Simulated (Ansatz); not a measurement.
Method: DFT PBE, scalar-relativistic, plane waves, PAW (Ansatz). All cells share a 420 eV cutoff and Γ-centred k meshes spaced at most about 0.3 Å⁻¹ (2π included). No spin polarisation in the final relaxations.

These are static total energies at zero pressure.

Two relaxed structures of SnPb3O4:

A.

```cif
data_structure
_symmetry_space_group_name_H-M 'P4mm'
_symmetry_Int_Tables_number 99
_cell_length_a 4.0018
_cell_length_b 4.0018
_cell_length_c 10.9130
_cell_angle_alpha 90.000
_cell_angle_beta 90.000
_cell_angle_gamma 90.000
_cell_volume 174.76
loop_
_atom_site_label
_atom_site_type_symbol
_atom_site_symmetry_multiplicity
_atom_site_Wyckoff_symbol
_atom_site_fract_x
_atom_site_fract_y
_atom_site_fract_z
_atom_site_occupancy
Sn1 Sn 1 b 0.50000 0.50000 0.39244 1
Pb1 Pb 1 a 0.00000 0.00000 0.11676 1
Pb2 Pb 1 a 0.00000 0.00000 0.60553 1
Pb3 Pb 1 b 0.50000 0.50000 0.89483 1
O1 O 2 c 0.00000 0.50000 0.00354 1
O2 O 2 c 0.00000 0.50000 0.49168 1
```

B.

```cif
data_structure
_symmetry_space_group_name_H-M 'P4mm'
_symmetry_Int_Tables_number 99
_cell_length_a 5.6569
_cell_length_b 5.6569
_cell_length_c 5.4569
_cell_angle_alpha 90.000
_cell_angle_beta 90.000
_cell_angle_gamma 90.000
_cell_volume 174.62
loop_
_atom_site_label
_atom_site_type_symbol
_atom_site_symmetry_multiplicity
_atom_site_Wyckoff_symbol
_atom_site_fract_x
_atom_site_fract_y
_atom_site_fract_z
_atom_site_occupancy
Sn1 Sn 1 a 0.00000 0.00000 0.80064 1
Pb1 Pb 2 c 0.00000 0.50000 0.22230 1
Pb2 Pb 1 b 0.50000 0.50000 0.77493 1
O1 O 4 d 0.75477 0.75477 0.99496 1
```

Problem. Which placement of the atoms is lower in energy, and by how much?

Solution. B is lower, by 13 meV/atom. The two share one framework of sites and differ in which element sits where. A has space group P4mm (No. 99), 21.8 Å³/atom and a gap of 1.48 eV on its mesh; B has space group P4mm (No. 99), 21.8 Å³/atom and a gap of 1.33 eV. Counting O atoms around Pb and Sn (those within 1.25 times the shortest such distance or 1.15 times the sum of covalent radii), A and B both have Sn 4, Pb 4. In A, Sn has 4 O at 2.28 Å; Pb on its first site is surrounded by 4 O at 2.35 Å; O on its first site is surrounded by 4 Pb at 2.33–2.35 Å and 4 O at 2.83 Å; 3 more sites not described. In B, around Sn lie 4 O at 2.23 Å; Pb on a site of symmetry 2mm has 4 O at 2.35 Å; around O lie 1 Sn at 2.23 Å, 3 Pb at 2.35–2.37 Å and 4 O at 2.77–2.88 Å; 1 more site not described. Both come from invented guesses.

Weakly bound directions are ill-defined at this level, which has no dispersion term (P4mm at 21.8 Å³/atom), and this can change margins and order among such cells. Spin–orbit coupling, which can matter for Pb, is left out. Kohn–Sham gaps at this level usually fall short of measured ones. The missing spin–orbit coupling can work the other way here. Cells relaxed within their symmetry can be saddle points.
